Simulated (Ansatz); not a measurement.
## Stability checks on a candidate for ZrTi2N3

The cell was found from a structure generator's guess, not taken from experiment.

All numbers below come from Ansatz, DFT PBE, scalar-relativistic, plane waves, PAW. Cutoff 420 eV, Γ-centred 16×16×16 mesh (6-atom cell), Gaussian smearing of 0.10 eV, no spin polarisation.

```yaml
crystal:
  lattice:
    - [-1.55411, 1.55411, 6.57159]
    - [1.55411, -1.55411, 6.57159]
    - [1.55411, 1.55411, -6.57159]
  atoms:
    - { symbol: Zr, position: [0.00000, 0.00000, 0.00000] }
    - { symbol: Ti, position: [0.67375, 0.67375, 0.00000] }
    - { symbol: Ti, position: [0.32625, 0.32625, 0.00000] }
    - { symbol: N, position: [0.16979, 0.16979, 0.00000] }
    - { symbol: N, position: [0.83021, 0.83021, 0.00000] }
    - { symbol: N, position: [0.50000, 0.50000, 0.00000] }
```

The zero of energy is the elements' standard structures at the same level (N₂ as a molecule); no fitted shifts are applied.

Problem. These tests were run: energy against the elements; random kick, then relaxation without symmetry; phonons at Γ; elastic tensor. What do they show?

Solution.

```csv
test,result
energy against the elements,−1.66 eV/atom
"random kick, then relaxation without symmetry",returns
phonons at Γ,lowest optical mode 183 cm⁻¹
elastic tensor,least eigenvalue 137 GPa
```

It fails none of these tests. Whether a mixture of other phases lies lower isn't tested here. Phonons away from Γ weren't computed.

The kick test ran on a coarse mesh. The run for the phonons used a 16×16×16 k mesh and Fermi–Dirac smearing of 0.15 eV. The run for the elastic tensor used a 16×16×16 k mesh and Fermi–Dirac smearing of 0.15 eV.
